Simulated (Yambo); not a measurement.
Yambo run on a free-standing CuI monolayer (symmetry P4/nmm, slab cell 16.4 Å high). The wavefunctions are PBEsol (pw.x of Quantum ESPRESSO, ONCV potentials, scalar-relativistic) ones on a 4×4×1 mesh (26 occupied bands); a = 4.000 Å, b = 4.000 Å, c = 16.400 Å, α = 90.00°, β = 90.00°, γ = 90.00°.

Yambo input:

```
rim_cut
gw0
dyson
el_el_corr
HF_and_locXC
ppa
em1d
rim_w
RandQpts= 1000000
RandGvec= 2 Ry
CUTGeo= "slab z"
EXXRLvcs= 92 Ry
VXCRLvcs= 368 Ry
Chimod= "HARTREE"
% BndsRnXp
 9 | 122 |
%
NGsBlkXp= 7 Ry
% LongDrXp
 1.0 | 1.0 | 0.0 |
%
RandGvecW= 656 mRy
PPAPntXp= 27.2114 eV
% GbndRnge
 1 | 122 |
%
GTermKind= "BG"
DysSolver= "n"
ExtendOut
% QPkrange
 1 | 1 | 26 | 27 |
%
```

k points by index: 1 = Γ.

Resulting energies as the program prints them:

```
#    K-point    Band    Eo [eV]    E [eV]    E-Eo [eV]    Vxc [eV]    Vnlxc [eV]    Sc|Eo [eV]    Sc|E [eV]    dSc/dw|Eo [eV]    Re(Z)    Im(Z)
#
    1    26    0.000000    -0.872292    -0.872292    -21.85449    -26.70021    3.684394    3.973428    -9.013842    0.751165    -0.002319
    1    27    2.151847    3.073300    0.921454    -8.877786    -4.911375    -2.838433    -3.044957    -6.097252    0.816941    -0.002212
```
(The two width columns are left out.) Convergence of these settings isn't established.

Spin-orbit coupling is not included.

Geometry relaxed with PBEsol.

This is a model layer cut from the bulk structure; whether it is stable on its own was not checked.
